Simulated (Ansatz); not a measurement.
# ZnS under pressure: fit and missing row

ZnS, F-43m, a = 5.388 Å. The compound has several low-lying forms, and this is one of them. Ansatz: r2SCAN, PAW, 500 eV, Γ-centred 8×8×8 mesh on 2 atoms, Gaussian smearing 0.02 eV; no spin polarisation. Cell and atoms are relaxed at each pressure, and no other structure is tried; the real crystal is known to change phase within this range, so the rows at high pressure are metastable.

| V (Å³/atom) | P (GPa) |
| --- | --- |
| ? | 59.98 |
| 15.531 | 30.00 |
| 16.999 | 15.00 |
| 17.976 | 8.00 |
| 18.885 | 3.00 |
| 19.556 | 0.03 |
| 20.395 | -2.99 |

Question: Take V0 = 19.556 Å³/atom, count pressures from its P0 = 0.03 GPa, fit the third-order Birch–Murnaghan form to the other rows, and predict the missing volume.

Answer: With the Eulerian strain f = ½[(V0/V)^(2/3) − 1] and y = (P − P0)/[3f(1 + 2f)^(5/2)], the form is the line y = B0 + 1.5 B0 (B0′ − 4) f. Rows (f, y): 0.08303, 81.9; 0.04896, 80.7; 0.02889, 79.9; 0.01177, 79.4; -0.01381, 78.2. Means f = 0.03177, y = 80.020; Σ(Δf)² = 0.005409, ΣΔfΔy = 0.2038; the slope is their ratio. y = 78.82 + 37.67 f GPa, so B0 = 78.8 GPa and B0′ = 4 + 2 × (37.67)/(3 × 78.82) = 4.32. P = 59.98 GPa is met at f = 0.13249 (y = 83.81), so V = V0 (1 + 2f)^(−3/2) = 13.745 Å³/atom. The run gave 13.739 Å³/atom, so the fit is 0.006 Å³/atom too high, a small miss on the scale of the series. The form still works here, 91 % of the fitted range beyond its end.

Cost: 7 runs of about 1.5 core-minutes in all, on Arm Neoverse V2 (shared hosts).